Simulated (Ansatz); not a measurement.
# Quadrupolar parameters in CaAsH₅O₆

The cell is a computed structure from the Materials Project (it need not be an observed phase), taken as it stands.

```cif
data_CaAsH5O6
_symmetry_space_group_name_H-M 'Cc'
_symmetry_Int_Tables_number 9
_cell_length_a 6.2360
_cell_length_b 17.2821
_cell_length_c 6.1553
_cell_angle_alpha 90.000
_cell_angle_beta 108.435
_cell_angle_gamma 90.000
loop_
_atom_site_label
_atom_site_type_symbol
_atom_site_symmetry_multiplicity
_atom_site_Wyckoff_symbol
_atom_site_fract_x
_atom_site_fract_y
_atom_site_fract_z
Ca Ca 4 a 0.7157 0.1724 0.8794
H3 H 4 a 0.8199 0.0859 0.3666
H4 H 4 a 0.8130 0.0163 0.7000
H5 H 4 a 0.5751 0.9257 0.7144
H6 H 4 a 0.5268 0.4259 0.2395
H9 H 4 a 0.6820 0.6833 0.6951
As As 4 a 0.3099 0.1801 0.0836
O15 O 4 a 0.7390 0.0725 0.2048
O16 O 4 a 0.8596 0.0724 0.6962
O17 O 4 a 0.5315 0.2401 0.0928
O18 O 4 a 0.5735 0.2700 0.5885
O20 O 4 a 0.3586 0.1019 0.2566
O21 O 4 a 0.2720 0.1406 0.7976
```

One atom of each set is listed; the run and its k-mesh use a cell of 26 atoms with edges of 9.19, 9.19, 6.16 Å.

The numbers come from a DFT calculation in Ansatz (PBE, plane waves and PAW, scalar-relativistic, 420 eV cutoff, Γ-centred 4×4×4 k-points, Fermi–Dirac smearing 0.02 eV).

C_Q = eQV_zz/h, which is 24.18 MHz for Q = 1 b and V_zz = 10²¹ V/m²; η = (V_xx − V_yy)/V_zz.

Ca-43: I = 7/2, Q = -40.80 mb; H-2: I = 1, Q = 2.858 mb; ⁷⁵As: I = 3/2, Q = 311.0 mb; 17O: I = 5/2, Q = -25.58 mb. Q values from Pyykkö, Mol. Phys. 116, 1328 (2018).

```
site  atoms                                                         first shell  V_xx, V_yy, V_zz (10²¹ V/m²)     η  C_Q (MHz)
  Ca      2                                                  6 O at 2.32–2.71 Å             0.45, 2.97, -3.42  0.74       3.38
  H3      2                                   1 O at 0.99 Å; also 1 O at 1.98 Å            -1.60, -1.85, 3.45  0.07      0.239
  H4      2                                   1 O at 1.02 Å; also 1 O at 1.60 Å            -1.03, -1.36, 2.38  0.14      0.165
  H5      2                                   1 O at 1.04 Å; also 1 O at 1.53 Å            -0.77, -1.00, 1.77  0.13      0.122
  H6      2                                   1 O at 0.99 Å; also 1 O at 1.86 Å            -1.51, -1.79, 3.30  0.08      0.228
  H9      2                                   1 O at 1.02 Å; also 1 O at 1.63 Å            -1.16, -1.38, 2.54  0.09      0.175
  As      2                                                  4 O at 1.69–1.83 Å           -2.22, -9.13, 11.35  0.61       85.4
 O15      2   2 H at 0.99–1.04 Å, angle 98°; also 1 H at 1.60 Å, 1 Ca at 2.61 Å            0.27, 9.98, -10.25  0.95       6.34
 O16      2  2 H at 0.99–1.02 Å, angle 108°; also 1 H at 1.98 Å, 1 Ca at 2.39 Å           0.48, 10.89, -11.37  0.92       7.03
 O17      2                  1 As at 1.71 Å; also 1 H at 1.63 Å, 1 Ca at 2.32 Å           -5.41, -8.77, 14.19  0.24      -8.77
 O18      2                            1 As at 1.72 Å; also 2 Ca at 2.41–2.42 Å           -3.78, -9.49, 13.27  0.43      -8.21
 O20      2                                  1 As at 1.69 Å; also 1 H at 1.53 Å           -6.34, -8.35, 14.69  0.14      -9.09
 O21      2   1 H at 1.02 Å, 1 As at 1.83 Å; also 1 H at 1.86 Å, 1 Ca at 2.71 Å            1.32, 9.47, -10.79  0.75       6.68
```

At H3, H4, H5, H6 and H9 V_zz points along its bond to O (within 6°) in each case. At O17, O18 and O20 V_zz points along its bond to As (within 4°) in each case.

The largest force is 0.7 eV/Å, so the atoms aren't at the calculated equilibrium and relaxing them would move these values. A computed database structure should lie near equilibrium, so this entry is doubtful. The lattice is static: at room temperature water may turn and average the couplings of its hydrogen. Where η is near 1 the sign of V_zz means little.
